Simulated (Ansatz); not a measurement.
MgO in the rocksalt structure, relaxed with r2SCAN, was run in the PAW code Ansatz under altered settings. All numbers are computed, without spin polarisation but where a row says otherwise.

```xyz
2
Lattice="0.0000 2.1022 2.1022 2.1022 0.0000 2.1022 2.1022 2.1022 0.0000" Properties=species:S:1:pos:R:3 pbc="T T T"
Mg    0.0000    0.0000    0.0000
O     2.1022    2.1022    2.1022
```

The base run's other keys:
```yaml
kpoints:
  mp_grid: { grid: [8, 8, 8] }
hamiltonian:
  xc: pbesol
scf:
  occupations: { method: fixed }
  n_extra_bands: 4
```

It takes 6 iterations with 339 plane waves at 420 eV and 29 k points, and leaves a mean stress of +1.11 GPa. The gap over this mesh is 4.687 eV. It ran on 4 threads of Arm Neoverse N1, with other jobs on the host.

Outcomes, with energy and stress as changes against the base:
```
                               setting            outcome  ΔF (meV/atom)  Δ mean stress (GPa)  gap on the mesh (eV)  iterations  wall time
                      basis.xc_grid: 3          converged            0.0                 0.00                 4.687           6      0.5 s
                 scf.n_extra_bands: 24          converged            0.0                 0.00                 4.687           6     0.62 s
                    basis.ecutwfc: 200  converged, warned          +4018                -6.36                 3.879           7     0.39 s
           scf.eigensolver.kind: dense          converged            0.0                 0.00                 4.687           6      4.7 s
             scf.occupations: cold 0.2          converged            0.0                 0.00                 4.687           5     0.48 s
scf.occupations: methfessel_paxton 0.2          converged            0.0                 0.00                 4.687           5     0.48 s
                    scf.mixing.ndim: 1          converged            0.0                 0.00                 4.687          14     0.59 s
                    basis.ecutwfc: 350  converged, warned            +44                +0.07                 4.679           6     0.42 s
          hamiltonian.dispersion: d3bj          converged           -251                -4.43                 4.687           6     0.48 s
                    basis.ecutwfc: 750          converged           -3.4                +0.05                 4.688           6     0.65 s
            scf.occupations: cold 0.05          converged            0.0                 0.00                 4.687           5     0.47 s
scf.occupations: methfessel_paxton 0.5          converged            0.0                 0.00                 4.687           5     0.46 s
       scf.occupations: gaussian 0.001          converged            0.0                 0.00                 4.687           6     0.49 s
       kpoints.mp_grid.grid: [0, 4, 4]            refused              –                    –                     –           –      0.1 s
                basis.ecutrho_ratio: 1  converged, warned           -155                +4.32                 4.768           6      0.5 s
```
A dash marks a value that wasn't obtained or can't be compared. Stress is positive in compression. The base took 0.49 s.

- basis.ecutwfc: 200. 113 plane waves in place of 339. The free energy moves by +4018 meV an atom, the mean stress by -6.36 GPa and the gap on the mesh by -0.808 eV (to 3.879). The basis is too small: these are errors of the cutoff. Warned: cutoff below recommended.
- basis.ecutwfc: 350. 283 plane waves in place of 339. The free energy moves by +44 meV an atom, the mean stress by +0.07 GPa and the gap on the mesh by -0.008 eV (to 4.679). The basis is too small: these are errors of the cutoff. Warned: cutoff below recommended.
- hamiltonian.dispersion: d3bj. The free energy moves by -251 meV an atom, the mean stress by -4.43 GPa and the gap on the mesh by 0.000 eV (to 4.687). A pairwise correction adds to energy, forces and stress after the SCF and leaves the bands alone.
- kpoints.mp_grid.grid: [0, 4, 4]. The program doesn't start. Error: invalid value for `kpoints.mp_grid.grid`: each dimension must be in 1..=255
- basis.ecutrho_ratio: 1. The free energy moves by -155 meV an atom, the mean stress by +4.32 GPa and the gap on the mesh by +0.081 eV (to 4.768). A density grid this coarse aliases the density, so the change is an error. Warned: cutoff below recommended.

Within 1 meV an atom, 0.1 GPa and 0.005 eV of the base stay: basis.xc_grid: 3; scf.n_extra_bands: 24; scf.eigensolver.kind: dense; scf.occupations: cold 0.2; scf.occupations: methfessel_paxton 0.2; scf.mixing.ndim: 1; scf.occupations: cold 0.05; scf.occupations: methfessel_paxton 0.5; scf.occupations: gaussian 0.001.
